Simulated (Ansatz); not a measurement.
VSi2 (space group P6_422)

```yaml
crystal:
  lattice:
    - [4.52315, 0.00000, 0.00000]
    - [-2.26158, 3.91716, 0.00000]
    - [0.00000, 0.00000, 6.32003]
  atoms:
    - { symbol: V, position: [0.00000, 0.50000, 0.33333] }
    - { symbol: V, position: [0.50000, 0.00000, 0.00000] }
    - { symbol: V, position: [0.50000, 0.50000, 0.66667] }
    - { symbol: Si, position: [0.83679, 0.67358, 0.00000] }
    - { symbol: Si, position: [0.16321, 0.83679, 0.66667] }
    - { symbol: Si, position: [0.32642, 0.16321, 0.33333] }
    - { symbol: Si, position: [0.16321, 0.32642, 0.00000] }
    - { symbol: Si, position: [0.83679, 0.16321, 0.66667] }
    - { symbol: Si, position: [0.67358, 0.83679, 0.33333] }
```

The slice is a (-1 1 0 2) plane (indices of the conventional cell) through the point (0.674, 0.837, 0.333) (fractional), spanned by u = [110] and v = [1 -1 1] in vectors of this cell: u (4.52 Å) and v (10.07 Å, at 90° to u). It covers one period; positions are fractions (u, v).

These are PBEsol (plane waves to 420 eV, PAW, scalar-relativistic; Ansatz, a quantum-chemistry and plane-wave program) values and carry that method's errors. k mesh 12×12×8. Near the nuclei the fields are pseudised (PAW); where an atom keeps semicore shells as valence, they peak there. VSi2 is run without spin polarisation. VSi2 was relaxed with its symmetry unable to fall.

Sketch the valence electron density on this plane as a map.


```
|35766666655675|
|77765678765677|
|77655689865567|
|66555689865556|
|66555567655556|
|87555566655567|
|98655666655569|
|98656677766569|
|87656776676667|
|66556642477666|
|66566630367666|
|66666764576666|
|77666777666666|
|77766666655566|
|77665555555567|
|77665555555667|
|66555555666777|
|65555556677777|
|55555556776666|
|55666666765566|
|66677766676666|
|67766666667766|
|67755665556666|
|67766765555555|
|56777776555555|
|55667776665555|
|55556677766555|
|55555677776556|
|66555667776667|
|66666667766677|
|35766666666675|
|03676666656663|
```
Scale: ten equal steps from -1.34 (start of '0') to -0.02 (end of '9'), in the order '0123456789'. Values: log₁₀ of the valence density in e/Å³. The map has 14 points along u (one character each, u = 0 at the left) and 32 along v (v = 0 in the bottom row). The scale is logarithmic, as a density can span decades between atoms and voids.
